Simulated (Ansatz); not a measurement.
TiSi$_{2}$:
```cif
data_Si4Ti2
_chemical_formula_sum 'Ti2 Si4'
_space_group_name_H-M_alt 'P 1'
_space_group_IT_number 1
_cell_length_a 5.85815
_cell_length_b 4.83759
_cell_length_c 4.69794
_cell_angle_alpha 75.794
_cell_angle_beta 53.181
_cell_angle_gamma 51.025
loop_
_space_group_symop_operation_xyz
  'x, y, z'
loop_
_atom_site_label
_atom_site_type_symbol
_atom_site_fract_x
_atom_site_fract_y
_atom_site_fract_z
_atom_site_occupancy
Ti1 Ti 0.50000 0.50000 0.50000 1
Ti2 Ti 0.75000 0.75000 0.75000 1
Si1 Si 0.83609 0.16391 0.83609 1
Si2 Si 0.16391 0.83609 0.16391 1
Si3 Si 0.41391 0.08609 0.41391 1
Si4 Si 0.08609 0.41391 0.08609 1
```

This is the LDA-relaxed structure.

**Question.** All from plane-wave PAW LDA (Ansatz code), unless another level is named. Estimate the electronic character.

**Answer.** metallic (no gap).

**Question.** Predict the density of states at the Fermi level.

**Answer.** 0.37 states/eV per atom (mean over ±0.08 eV).

**Question.** And the formation energy from the elements (no fitted shifts)?

**Answer.** -0.66 eV/atom.

Space group Fddd. Symmetry was held in the LDA relaxation. No spin polarisation was allowed. The references are the lowest solids computed at this level, not always the standard phases.

Potentials: the earlier of the program's two PAW sets. The files were generated under PBE; for other functionals the program regenerates the frozen cores, and for LDA and PBEsol the local potential too.
